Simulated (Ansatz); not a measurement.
This cell of Cu (fcc, Cu type) is off equilibrium:

```yaml
crystal:
  lattice:
    - [3.56339, 0.00000, 0.00000]
    - [0.00000, 3.56339, 0.00000]
    - [0.00000, 0.00000, 3.56339]
  atoms:
    - { symbol: Cu, position: [0.00000, 0.00000, 0.00000] }
    - { symbol: Cu, position: [0.50000, 0.50000, 0.00000] }
    - { symbol: Cu, position: [0.50000, 0.00000, 0.50000] }
    - { symbol: Cu, position: [0.05332, 0.50000, 0.50000] }
```

Calculation: PBEsol (plane waves to 420 eV, PAW, scalar-relativistic; Ansatz, a first-principles code). k mesh 11×11×11 (Γ-centred), Fermi-Dirac smearing 0.05 eV. E stands for the smeared free energy. Compression counts positive. With partly filled bands, energies and forces of such displacements shift with the k mesh and the smearing. Cu is run without spin polarisation. Cu was relaxed with its symmetry unable to fall. The PAW data are Ansatz's earlier set.

**Question.** What forces act on the atoms (eV/Å, Cartesian)?

**Answer.** 
```
atom      Fx     Fy     Fz
----  ------  -----  -----
Cu1   -0.011  0.000  0.000
Cu2    0.760  0.000  0.000
Cu3    0.760  0.000  0.000
Cu4   -1.509  0.000  0.000
```

**Question.** Give the stress tensor in GPa and the pressure.

**Answer.** 
```
    1.7      0.0      0.0
    0.0      1.9      0.0
    0.0      0.0      1.9
```
The pressure, a third of the trace, is 1.8 GPa.

**Question.** In it atom 4 sits (0.190, 0.000, 0.000) Å away from its relaxed site. What is its energy relative to the relaxed cell?

**Answer.** 141 meV/cell.

(A displaced cell: forces are minus the slopes of the energy, force constants its curvatures, and phonons follow from these.)
